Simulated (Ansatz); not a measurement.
Starting cell, Si (diamond):

```
CELL_PARAMETERS angstrom
      0.00000     5.47031     5.47031
      2.73515     0.00000     2.73515
      2.73515     2.73515     0.00000
ATOMIC_POSITIONS crystal
  Si 0.25000 0.50000 0.50000
  Si 0.75000 0.50000 0.50000
  Si 0.37500 0.75000 0.75000
  Si 0.87500 0.75000 0.75000
```

The atoms are displaced by Q × the pattern below (from a DFPT mode at L = (0.5, 0.0, 0.0), largest move 1; Q in Å), at fixed cell. It is one choice among 2 degenerate patterns. (q is in reciprocal vectors of the primitive cell; the cell shown is doubled to hold the pattern.)

```
atom       x       y       z
----  ------  ------  ------
Si1    0.285  -0.520   0.805
Si2   -0.285   0.520  -0.805
Si3   -0.285   0.520  -0.805
Si4    0.285  -0.520   0.805
```

These are PBE (plane waves to 420 eV, PAW, scalar-relativistic; Ansatz, a first-principles code) values and carry that method's errors. k mesh 5×10×10 (Γ-centred), Fermi-Dirac smearing 0.05 eV. As the smearing reaches across the gap at some points, energies and forces of such displacements shift with the k mesh and the smearing. Si was relaxed with its symmetry unable to fall. 

```json
[
 {"Q (Å)": "-0.180", "−dE/dQ from forces (eV/Å)": "17.139"},
 {"Q (Å)": "-0.150", "−dE/dQ from forces (eV/Å)": "14.267"},
 {"Q (Å)": "-0.120", "−dE/dQ from forces (eV/Å)": "11.422"},
 {"Q (Å)": "-0.090", "−dE/dQ from forces (eV/Å)": "8.537"},
 {"Q (Å)": "-0.060", "−dE/dQ from forces (eV/Å)": "5.660"},
 {"Q (Å)": "-0.030", "−dE/dQ from forces (eV/Å)": "2.819"},
 {"Q (Å)": "0.000", "−dE/dQ from forces (eV/Å)": "0.000"},
 {"Q (Å)": "0.030", "−dE/dQ from forces (eV/Å)": "-2.819"},
 {"Q (Å)": "0.060", "−dE/dQ from forces (eV/Å)": "-5.660"},
 {"Q (Å)": "0.090", "−dE/dQ from forces (eV/Å)": "-8.537"},
 {"Q (Å)": "0.120", "−dE/dQ from forces (eV/Å)": "-11.422"},
 {"Q (Å)": "0.150", "−dE/dQ from forces (eV/Å)": "-14.267"},
 {"Q (Å)": "0.180", "−dE/dQ from forces (eV/Å)": "-17.139"}
]
```

**Question.** What harmonic wavenumber does the curvature at Q = 0 give?

**Answer.** 477 cm⁻¹. E″ = 93.85 eV/Å², M = Σ mᵢ|uᵢ|² = 112.3 u, ν̃ = 521.5·√(|E″|/M).

(A displaced cell: forces are minus the slopes of the energy, force constants its curvatures, and phonons follow from these.)
